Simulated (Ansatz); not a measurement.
**Computed map of one atom of the cell: SnTe (rock salt)**

Starting cell, SnTe (rock salt):

```
SnTe
1.0
    0.00000     3.18559     3.18559
    3.18559     0.00000     3.18559
    3.18559     3.18559     0.00000
Te Sn
1 1
Cartesian
  0.00000   0.00000   0.00000
  3.18559   3.18559   3.18559
```

In this cell atom 2 (Sn, nearest neighbour Te at 3.186 Å; its periodic images, 4.5 Å or more away, move with it) is moved by u·(0.707, 0.707, 0.000) + v·(0.000, 0.000, 1.000); the rest is frozen.

Method: r2SCAN (plane waves to 500 eV, PAW, scalar-relativistic; Ansatz, an electronic-structure program). k mesh 10×10×10 (Γ-centred), Fermi-Dirac smearing 0.05 eV. The energy includes the smearing's −TS. Stress and pressure are positive under compression. SnTe was relaxed with its symmetry unable to fall. Spin-orbit coupling is left out, though Te is heavy. The PAW data are Ansatz's earlier set. The zero of ΔE is the undisplaced structure. Axes are in Å.

ΔE (meV/cell), with u across and v down:

```csv
v \ u,-0.480,-0.240,0.000,0.240,0.480
-0.480,340.0,192.5,156.7,192.5,340.0
-0.240,145.3,17.9,2.1,17.9,145.3
0.000,107.3,-0.5,0.0,-0.5,107.3
0.240,145.3,17.9,2.1,17.9,145.3
0.480,340.0,192.5,156.7,192.5,340.0
```

P (GPa), with u across and v down:

```
v \ u   -0.480  -0.240  0.000  0.240  0.480
------  ------  ------  -----  -----  -----
-0.480    5.52    3.89   3.37   3.89   5.52
-0.240    3.50    1.43   0.74   1.43   3.50
0.000     2.92    0.72   0.02   0.72   2.92
0.240     3.50    1.43   0.74   1.43   3.50
0.480     5.52    3.89   3.37   3.89   5.52
```

Read from the data:

Lowest place on the grid, met at several equal points: u = -0.240 Å, v = 0.000 Å; u = 0.240 Å, v = 0.000 Å (-0.5 meV/cell). Highest place on the grid, met at several equal points: u = -0.480 Å, v = -0.480 Å; u = 0.480 Å, v = -0.480 Å; u = -0.480 Å, v = 0.480 Å; u = 0.480 Å, v = 0.480 Å (340.0 meV/cell).

The 25 points together took roughly 24 core-minutes.

(For displaced atoms, the force is minus the slope of the energy, and its curvature is a force constant, which sets phonon frequencies.)
